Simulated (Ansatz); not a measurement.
Input:

MgTiNO:
```xyz
8
Lattice="2.9626 0.0000 0.0000 0.0000 2.9626 0.0000 0.0000 0.0000 8.6377" Properties=species:S:1:pos:R:3 pbc="T T T"
Ti     1.4813     0.0000     7.6376
N      0.0000     1.4813     7.5373
Ti     0.0000     1.4813     1.0001
N      1.4813     0.0000     1.1005
Mg     1.4813     0.0000     3.2595
O      0.0000     1.4813     3.2655
Mg     0.0000     1.4813     5.3782
O      1.4813     0.0000     5.3722
```

This is the r²SCAN-relaxed structure.

Task: All from the program Ansatz at the r²SCAN level (PAW), unless another level is named. Estimate the electronic character.

Result: metallic (no gap).

Task: Give the formation energy from the elements (no fitted shifts).

Result: -2.37 eV/atom.

Task: Give the density of states at the Fermi level.

Result: 0.22 states/eV per atom (mean over ±0.08 eV).

Space group P4/nmm. The start of the workflow was typed in or built on a structure type; neither database checked (COD, Materials Project) lists it. Whether it is the stable phase at ambient conditions was not checked. The cell was relaxed with r²SCAN under the symmetry of its start; whether a distortion lowers the energy is not shown. The workflow began spin-polarised and lost its moments. The compound may be a true metal, but semilocal functionals without U, or a wrong spin order, can also close a gap. The references are the lowest solids computed at this level, not always the standard phases (solids in place of the gases).

Potentials: the earlier of the program's two PAW sets.
